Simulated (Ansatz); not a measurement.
TaN (rock salt)

```yaml
crystal:
  lattice:
    - [0.00000, 2.19815, 2.19815]
    - [2.19815, 0.00000, 2.19815]
    - [2.19815, 2.19815, 0.00000]
  atoms:
    - { symbol: N, position: [0.00000, 0.00000, 0.00000] }
    - { symbol: Ta, position: [0.50000, 0.50000, 0.50000] }
```

Level of theory: r2SCAN (plane waves to 500 eV, PAW, scalar-relativistic; Ansatz, a first-principles code). DFPT wavenumbers on a 18×18×18 k mesh, in cm⁻¹ and rounded to 5; i marks imaginary ones, q is in fractions of the reciprocal vectors of the cell shown, and the three acoustic modes at Γ are left out. Spin-orbit coupling is left out, though Ta is heavy. TaN is run without spin polarisation. TaN was relaxed with its symmetry unable to fall. This is a high-temperature form of TaN.

### Question
Does any mode at Γ, L = (0.5, 0.0, 0.0), X = (0.5, 0.5, 0.0) come out imaginary?

### Answer
Unstable at this level: the lowest mode is 325i cm⁻¹ at X = (0.5, 0.5, 0.0).

### Question
Predict the phonon wavenumbers at Γ, L = (0.5, 0.0, 0.0), X = (0.5, 0.5, 0.0).

### Answer
```
q                                wavenumbers (cm⁻¹)
-------------------  ------------------------------
Γ                                          395 (×3)
L = (0.5, 0.0, 0.0)     90 (×2), 115, 475, 575 (×2)
X = (0.5, 0.5, 0.0)  325i, 100i (×2), 410, 440 (×2)
```
